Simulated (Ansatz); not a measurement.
Rh (fcc (Cu type), space group No. 225) at seven volumes, PBEsol (plane waves, PAW; program Ansatz), scaled uniformly. One row is withheld.

```csv
V (Å³/atom),P (GPa)
12.289,35.43
12.694,21.42
13.099,9.74
13.504,0.00
13.910,?
14.315,-14.84
14.720,-20.42
```

Q: Fit the shown pressures and predict the withheld one.

A: Third-order Birch–Murnaghan: P = (3/2)B₀(x^(7/2) − x^(5/2))[1 + (3/4)(B′ − 4)(x − 1)] with x = (V₀/V)^(2/3). Least squares on the six rows gives V₀ = 13.505 Å³/atom, B₀ = 295.2 GPa, B′ = 5.10. At V = 13.910, x = 0.9805 and P = -8.09 GPa. The run itself gave -8.11 GPa.

Space group Fm-3m (fcc (Cu type)). Symmetry was held in the PBEsol relaxation. No spin polarisation was allowed.

Potentials: the earlier of the program's two PAW sets. The files were generated under PBE; for other functionals the program regenerates the frozen cores, and for LDA and PBEsol the local potential too.
